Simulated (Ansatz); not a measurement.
A geometry of MgF2 away from equilibrium: the start of the relaxation of a generated cell, MgF2 placed in the AFLOW prototype A2B_oP12_62_2c_c (C25, as in HgCl2). Computed with PBEsol (plane waves to 420 eV, PAW, scalar-relativistic; Ansatz, an electronic-structure program). Γ-centred k-mesh 2×4×6 on the run's cell (coarser than for final values), Fermi–Dirac smearing 0.05 eV.

```xyz
12
Lattice="9.4920 0.0000 0.0000 0.0000 4.4445 0.0000 0.0000 0.0000 3.2236" Properties=species:S:1:pos:R:3 pbc="T T T"
Mg     3.5500     3.3334     3.0528
Mg     8.2960     3.3334     1.7827
Mg     5.9420     1.1111     0.1709
Mg     1.1960     1.1111     1.4410
F      2.2116     3.3334     2.0148
F      6.9576     3.3334     2.8207
F      7.2803     1.1111     1.2089
F      2.5344     1.1111     0.4030
F      0.0759     3.3334     0.7156
F      4.8219     3.3334     0.8962
F      9.4160     1.1111     2.5080
F      4.6700     1.1111     2.3275
```

Problem. Give the Cartesian forces on all atoms (eV/Å).

Solution. 
```json
[
 {"atom": "Mg1", "Fx": "-0.76", "Fy": "0.00", "Fz": "-0.82"},
 {"atom": "Mg2", "Fx": "-0.76", "Fy": "0.00", "Fz": "0.82"},
 {"atom": "Mg3", "Fx": "0.76", "Fy": "0.00", "Fz": "0.82"},
 {"atom": "Mg4", "Fx": "0.76", "Fy": "0.00", "Fz": "-0.82"},
 {"atom": "F5", "Fx": "-2.10", "Fy": "0.00", "Fz": "-2.27"},
 {"atom": "F6", "Fx": "-2.10", "Fy": "0.00", "Fz": "2.27"},
 {"atom": "F7", "Fx": "2.10", "Fy": "0.00", "Fz": "2.27"},
 {"atom": "F8", "Fx": "2.10", "Fy": "0.00", "Fz": "-2.27"},
 {"atom": "F9", "Fx": "2.61", "Fy": "0.00", "Fz": "-2.67"},
 {"atom": "F10", "Fx": "2.61", "Fy": "0.00", "Fz": "2.67"},
 {"atom": "F11", "Fx": "-2.61", "Fy": "0.00", "Fz": "2.67"},
 {"atom": "F12", "Fx": "-2.61", "Fy": "0.00", "Fz": "-2.67"}
]
```

Problem. What is the pressure?

Solution. +13.9 GPa, compression positive.

Problem. How much energy per atom can still be gained by relaxing?

Solution. 0.51 eV/atom; the path ends in Pnma (No. 62).

No spin polarisation in the result.

The run could not lose the symmetry of its start.

The first start was generated by placing the elements on the sites of a structure type. Materials Project lists a structure of MgF2 in the same space group, Pnma (No. 62); the sites were not compared with it, nor with measured phases. Known forms of MgF2 include space group No. 136.
